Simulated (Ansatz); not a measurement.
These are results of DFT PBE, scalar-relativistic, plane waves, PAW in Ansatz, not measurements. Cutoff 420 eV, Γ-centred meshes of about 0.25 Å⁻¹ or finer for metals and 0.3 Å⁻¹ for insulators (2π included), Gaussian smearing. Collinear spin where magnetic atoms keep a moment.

All energies are static (0 K, no zero-point motion).

Compare these two cells of Zr₂TiS₄, each relaxed at this level.

A. (no moments)

```cif
data_structure
_symmetry_space_group_name_H-M 'P4/mmm'
_symmetry_Int_Tables_number 123
_cell_length_a 5.1156
_cell_length_b 5.1156
_cell_length_c 5.0885
_cell_angle_alpha 90.000
_cell_angle_beta 90.000
_cell_angle_gamma 90.000
_cell_volume 133.16
loop_
_atom_site_label
_atom_site_type_symbol
_atom_site_symmetry_multiplicity
_atom_site_Wyckoff_symbol
_atom_site_fract_x
_atom_site_fract_y
_atom_site_fract_z
_atom_site_occupancy
Zr1 Zr 2 e 0.00000 0.50000 0.50000 1
Ti1 Ti 1 c 0.50000 0.50000 0.00000 1
S1 S 1 d 0.50000 0.50000 0.50000 1
S2 S 1 b 0.00000 0.00000 0.50000 1
S3 S 2 f 0.00000 0.50000 0.00000 1
```

B. (ferromagnetic moments up to 0.7 μB)

```cif
data_structure
_symmetry_space_group_name_H-M 'Fd-3m:1'
_symmetry_Int_Tables_number 227
_cell_length_a 10.5913
_cell_length_b 10.5913
_cell_length_c 10.5913
_cell_angle_alpha 90.000
_cell_angle_beta 90.000
_cell_angle_gamma 90.000
_cell_volume 1188.09
loop_
_atom_site_label
_atom_site_type_symbol
_atom_site_symmetry_multiplicity
_atom_site_Wyckoff_symbol
_atom_site_fract_x
_atom_site_fract_y
_atom_site_fract_z
_atom_site_occupancy
Zr1 Zr 16 d 0.12500 0.87500 0.37500 1
Ti1 Ti 8 a 0.50000 0.00000 0.50000 1
S1 S 32 e 0.12798 0.87202 0.12798 1
```

Task: Which is lower in energy, and by how much?

Result: A is lower, by 72 meV/atom. A has space group P4/mmm (No. 123), 19.0 Å³/atom and no gap on its mesh; B has the spinel type, space group Fd-3m (No. 227), 21.2 Å³/atom and no gap. Counting S atoms around Ti and Zr (those within 1.25 times the shortest such distance or 1.15 times the sum of covalent radii), A has Zr 6, Ti 6 and B has Zr 6, Ti 4. Their magnetic states differ too. The denser one is the lower, and pressure would at first widen the difference. Both come from trial cells of a structure search, whose lowest cell (Pbam, 19.1 Å³/atom) lies 98 meV/atom below the lower of the two.

Another magnetic order may lie lower. Trial moments fell under 0.15 μB along the way in P4/mmm; another start might hold them. With atoms moved at random, A came back. B had no clear such test and can be a saddle point. Some structure types and database cells were kept out of the candidates from the start, so a known form may be missing.
